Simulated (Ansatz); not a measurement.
TaS$_{2}$:
```xyz
6
Lattice="3.2708 0.0000 0.0000 -1.6354 2.8326 0.0000 0.0000 0.0000 12.9569" Properties=species:S:1:pos:R:3 pbc="T T T"
Ta     1.6354     0.9442     3.2392
Ta     0.0000     1.8884     9.7177
S      0.0000     0.0000     4.7903
S      0.0000     0.0000     8.1666
S      0.0000     0.0000    11.2688
S      0.0000     0.0000     1.6881
```

Relaxed with LDA.

Q: Which orbitals make up the states near the Fermi level in LDA in the plane-wave PAW code Ansatz?

A: Within 0.5 eV of the Fermi level: Ta 5d 66 %, S 3p 28 %. Projections are on Löwdin-orthogonalised atomic valence shells; empty p or d shells of many metals are not among them.

Q: Tabulate the density of states.

A: States/eV per cell of 6 atoms, in 0.25 eV bins, energy from the Fermi level.

```tsv
E (eV)	total	S 3p	Ta 5d	S 3s
-7.85	0.00	0.00	0.00	0.00
-7.60	0.00	0.00	0.00	0.00
-7.35	0.00	0.00	0.00	0.00
-7.10	0.00	0.00	0.00	0.00
-6.85	0.00	0.00	0.00	0.00
-6.60	0.00	0.00	0.00	0.00
-6.35	0.00	0.00	0.00	0.00
-6.10	0.12	0.07	0.03	0.01
-5.85	1.78	1.12	0.35	0.09
-5.60	2.85	1.77	0.61	0.14
-5.35	4.16	2.54	1.02	0.17
-5.10	5.42	3.25	1.62	0.14
-4.85	4.05	2.43	1.33	0.10
-4.60	3.29	2.25	0.88	0.10
-4.35	4.19	2.89	0.79	0.24
-4.10	6.44	4.26	1.35	0.43
-3.85	5.05	3.20	1.21	0.35
-3.60	4.65	2.89	1.22	0.31
-3.35	2.05	1.37	0.54	0.07
-3.10	4.32	3.05	1.05	0.11
-2.85	9.78	6.89	2.56	0.12
-2.60	3.91	2.60	1.17	0.04
-2.35	3.67	2.34	1.21	0.02
-2.10	4.60	3.18	1.25	0.04
-1.85	7.01	5.11	1.64	0.08
-1.60	4.90	3.84	0.86	0.07
-1.35	5.66	4.61	0.80	0.11
-1.10	4.31	3.54	0.52	0.17
-0.85	2.21	1.87	0.23	0.07
-0.60	1.25	1.08	0.11	0.03
-0.35	2.97	1.02	1.70	0.04
-0.10	5.89	1.51	4.00	0.09
0.15	3.23	0.79	2.26	0.05
0.40	2.06	0.50	1.46	0.03
0.65	1.19	0.31	0.82	0.02
0.90	0.48	0.15	0.30	0.02
1.15	0.30	0.09	0.18	0.01
1.40	0.20	0.06	0.12	0.01
1.65	0.02	0.01	0.01	0.00
1.90	0.00	0.00	0.00	0.00
2.15	0.00	0.00	0.00	0.00
2.40	0.02	0.01	0.01	0.00
2.65	1.71	0.50	0.99	0.03
2.90	3.10	0.90	1.85	0.05
3.15	5.16	1.49	3.20	0.08
3.40	8.57	2.64	5.27	0.14
3.65	7.32	1.91	4.82	0.14
3.90	6.18	1.32	4.20	0.15
4.15	8.43	1.85	5.18	0.25
4.40	5.77	1.55	3.12	0.24
4.65	4.28	1.22	2.22	0.19
```

Space group P6_3/mmc. The first step of the workflow began from a Materials Project structure, measured or hypothetical; the Crystallography Open Database files this formula in space group No. 194, but the cells were not matched. It is not the phase usual at ambient conditions (space group No. 164). Symmetry was held in the LDA relaxation; whether a distortion lowers the energy is not shown. The run is not spin-polarised. A crystal of weakly bound layers computed without a dispersion correction: the cell and the soft elastic constants depend strongly on that. Spin–orbit coupling is left out wherever it is not named.

Potentials: the later of the program's two PAW sets.
